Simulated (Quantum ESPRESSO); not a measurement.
# Band energies of YSF

```
YSF
1.0
    4.03179     0.00000     0.00000
   -2.01590     3.49163     0.00000
    0.00000     0.00000    16.71982
F S Y
4 4 4
Direct
  0.33333   0.66667   0.75000
  0.66667   0.33333   0.25000
  0.00000   0.00000   0.75000
  0.00000   0.00000   0.25000
  0.66667   0.33333   0.58613
  0.33333   0.66667   0.41387
  0.33333   0.66667   0.08613
  0.66667   0.33333   0.91387
  0.66667   0.33333   0.75000
  0.33333   0.66667   0.25000
  0.00000   0.00000   0.50000
  0.00000   0.00000   0.00000
```

norm-conserving PBEsol (Quantum ESPRESSO, 84 Ry, no spin-orbit coupling); path ΓMKΓALHA,LM,KH; energies in eV from the valence-band maximum.

```csv
k (1/Å),point,band 44,band 45,band 46,band 47,band 48,band 49,band 50,band 51
0.00,Γ,-0.50,-0.13,-0.13,0.00,0.00,3.42,3.42,3.45
0.22,,-0.59,-0.55,-0.37,-0.30,-0.17,3.27,3.32,3.61
0.67,,-1.41,-1.16,-0.79,-0.69,-0.67,2.56,2.81,3.96
0.90,M,-1.38,-1.37,-0.87,-0.84,-0.71,2.44,2.72,3.98
1.16,,-1.39,-1.28,-1.23,-1.04,-0.87,2.97,3.18,4.10
1.42,K,-1.83,-1.29,-1.29,-0.98,-0.94,3.64,3.75,4.07
1.77,,-1.38,-1.35,-1.17,-0.86,-0.64,3.38,3.59,3.60
2.11,,-0.94,-0.93,-0.53,-0.42,-0.32,3.38,3.42,3.42
2.46,Γ,-0.50,-0.13,-0.13,0.00,0.00,3.42,3.42,3.45
2.46,A,-0.97,-0.07,-0.07,-0.07,-0.07,3.47,3.47,3.47
2.82,,-1.12,-0.60,-0.60,-0.42,-0.42,3.09,3.09,3.91
3.18,,-1.45,-0.93,-0.93,-0.75,-0.75,2.64,2.64,4.09
3.36,L,-1.45,-1.05,-1.05,-0.77,-0.77,2.57,2.57,4.10
3.53,,-1.41,-1.03,-1.03,-0.99,-0.99,2.82,2.82,4.11
3.70,,-1.60,-1.30,-1.30,-0.95,-0.95,3.33,3.33,4.07
3.88,H,-1.79,-1.29,-1.29,-0.96,-0.96,3.70,3.70,3.89
4.01,,-1.76,-1.30,-1.30,-0.93,-0.93,3.58,3.58,3.88
4.27,,-1.46,-1.12,-1.12,-0.72,-0.72,3.38,3.38,3.64
4.53,,-1.13,-0.59,-0.59,-0.56,-0.56,3.35,3.35,3.57
4.66,,-0.79,-0.59,-0.59,-0.31,-0.31,3.37,3.37,3.57
4.92,A,-0.97,-0.07,-0.07,-0.07,-0.07,3.47,3.47,3.47
4.92,L,-1.45,-1.05,-1.05,-0.77,-0.77,2.57,2.57,4.10
5.10,M,-1.38,-1.37,-0.87,-0.84,-0.71,2.44,2.72,3.98
5.10,K,-1.83,-1.29,-1.29,-0.98,-0.94,3.64,3.75,4.07
5.29,H,-1.79,-1.29,-1.29,-0.96,-0.96,3.70,3.70,3.89
```

The PBEsol gap is indirect, 2.44 eV, from Γ to M; the smallest direct gap is 3.15 eV.

Geometry of the Materials Project entry, not relaxed at this level.
